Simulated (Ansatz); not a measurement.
A geometry of ZrO2 away from equilibrium: step 2 of the relaxation of a relaxed ZrO2 cell shaken by Gaussian noise of σ = 0.08 Å a coordinate. These are r2SCAN (plane waves to 500 eV, PAW, scalar-relativistic; Ansatz, a quantum-chemistry and plane-wave program) values and carry that method's errors. Γ-centred k-mesh 4×4×2 on the run's cell (coarser than for final values), Fermi–Dirac smearing 0.05 eV.

```xyz
12
Lattice="6.4142 -0.0059 0.0129 -3.2122 5.5275 0.0073 0.0210 0.0259 10.3627" Properties=species:S:1:pos:R:3:forces:R:3 pbc="T T T" free_energy=-21348.061 pressure_GPa=0.8
Zr    -0.0075     3.6825     0.6449   -0.0226    1.0594   -0.7508
Zr     3.1744     1.8823     5.8175   -0.4051   -0.3876    0.0476
Zr     3.2398     1.8982     9.7088   -0.7137    0.3913    0.4696
Zr    -0.0290     3.7367     4.5388   -0.2742   -1.2300   -0.4518
O     -0.0265     3.6842     2.5585   -0.0268    0.0866    1.3560
O      3.1827     1.9381     7.7618    0.0466   -0.0837   -0.0609
O      3.2440     0.0593    -0.0073    0.0405   -0.8100    0.1844
O      1.6053     2.8410     5.1903   -0.5632    0.3017   -0.1825
O     -1.6071     2.8128    -0.0394   -0.0953   -0.1106   -0.0722
O      3.1215     0.0074     5.1643    0.0136    0.6352    0.2347
O      1.5801     2.7663     0.0693    0.8387   -0.4753   -0.4288
O     -1.6722     2.7586     5.1386    1.1613    0.6228   -0.3453
```

Positions in Å, forces in eV/Å, free energy of the cell in eV (comparable only within this code, potentials and settings). Largest force: 1.36 eV/Å, on O5, O12 (atoms numbered as listed); the geometry lies 0.01 eV/atom above the end of its relaxation.

No spin polarisation in the result.

The end of the path is a generated cell of ZrO2: the first start was made by placing the elements on the sites of a structure type, and the end was not matched to a known phase here, so it may be hypothetical. Known forms of ZrO2 include space group No. 14, 137, 225.
